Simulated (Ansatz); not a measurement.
Starting cell, Cs2AgBiBr6 (double-perovskite type, space group Fm-3m):

```xyz
10
Lattice="0.0000 5.7385 5.7385 5.7385 0.0000 5.7385 5.7385 5.7385 0.0000" Properties=species:S:1:pos:R:3 pbc="T T T"
Cs     2.8692     2.8692     2.8692
Cs     8.6077     8.6077     8.6077
Ag     5.7385     5.7385     5.7385
Bi     0.0000     0.0000     0.0000
Br     2.8850     5.7385     5.7385
Br     8.5920     5.7385     5.7385
Br     5.7385     2.8850     5.7385
Br     5.7385     8.5920     5.7385
Br     5.7385     5.7385     2.8850
Br     5.7385     5.7385     8.5920
```

The atoms are displaced by Q × the pattern below (from a DFPT mode at Γ, largest move 1; Q in Å), at fixed cell. It is one choice among 3 degenerate patterns.

```tsv
atom	x	y	z
Cs1	0.012	0.000	0.000
Cs2	-0.012	0.000	0.000
Br7	0.000	0.000	1.000
Br8	0.000	0.000	-1.000
Br9	0.000	1.000	0.000
Br10	0.000	-1.000	0.000
```

Atoms not listed stay in place.

Level of theory: PBE (plane waves to 420 eV, PAW, scalar-relativistic; Ansatz, an electronic-structure program). k mesh 5×5×5 (Γ-centred), Fermi-Dirac smearing 0.05 eV. Energies are smeared free energies. Compression counts positive. Cs2AgBiBr6 was relaxed with its symmetry unable to fall. Spin-orbit coupling is left out, though Bi is heavy. ΔE is measured from the undisplaced structure.

```json
[
 {"Q (Å)": "-0.280", "ΔE (meV/cell)": "195.8", "−dE/dQ from forces (eV/Å)": "1.491", "P (GPa)": "0.09"},
 {"Q (Å)": "-0.233", "ΔE (meV/cell)": "133.2", "−dE/dQ from forces (eV/Å)": "1.195", "P (GPa)": "0.06"},
 {"Q (Å)": "-0.187", "ΔE (meV/cell)": "83.8", "−dE/dQ from forces (eV/Å)": "0.925", "P (GPa)": "0.04"},
 {"Q (Å)": "-0.140", "ΔE (meV/cell)": "46.5", "−dE/dQ from forces (eV/Å)": "0.676", "P (GPa)": "0.02"},
 {"Q (Å)": "-0.093", "ΔE (meV/cell)": "20.5", "−dE/dQ from forces (eV/Å)": "0.442", "P (GPa)": "0.01"},
 {"Q (Å)": "-0.047", "ΔE (meV/cell)": "5.1", "−dE/dQ from forces (eV/Å)": "0.219", "P (GPa)": "0.00"},
 {"Q (Å)": "0.000", "ΔE (meV/cell)": "0.0", "−dE/dQ from forces (eV/Å)": "0.000", "P (GPa)": "0.00"},
 {"Q (Å)": "0.047", "ΔE (meV/cell)": "5.1", "−dE/dQ from forces (eV/Å)": "-0.219", "P (GPa)": "0.00"},
 {"Q (Å)": "0.093", "ΔE (meV/cell)": "20.5", "−dE/dQ from forces (eV/Å)": "-0.442", "P (GPa)": "0.01"},
 {"Q (Å)": "0.140", "ΔE (meV/cell)": "46.5", "−dE/dQ from forces (eV/Å)": "-0.676", "P (GPa)": "0.02"},
 {"Q (Å)": "0.187", "ΔE (meV/cell)": "83.8", "−dE/dQ from forces (eV/Å)": "-0.925", "P (GPa)": "0.04"},
 {"Q (Å)": "0.233", "ΔE (meV/cell)": "133.2", "−dE/dQ from forces (eV/Å)": "-1.195", "P (GPa)": "0.06"},
 {"Q (Å)": "0.280", "ΔE (meV/cell)": "195.8", "−dE/dQ from forces (eV/Å)": "-1.491", "P (GPa)": "0.09"}
]
```

What the scan shows:

```
Item                                                                                                                  Value
-----------------------------------------------------------  --------------------------------------------------------------
Energy at Q = 0.280 Å                                                                                        195.8 meV/cell
Space group of the distorted cell                                                         Immm (No. 71), lowered from Fm-3m
Symmetry of the curve                                                                         even: the same for both signs
Shape of the curve                                           a single well with its minimum at or next to zero displacement
Harmonic wavenumber from the curvature (finite differences)                                                         63 cm⁻¹
```

(For displaced atoms, the force is minus the slope of the energy, and its curvature is a force constant, which sets phonon frequencies.)
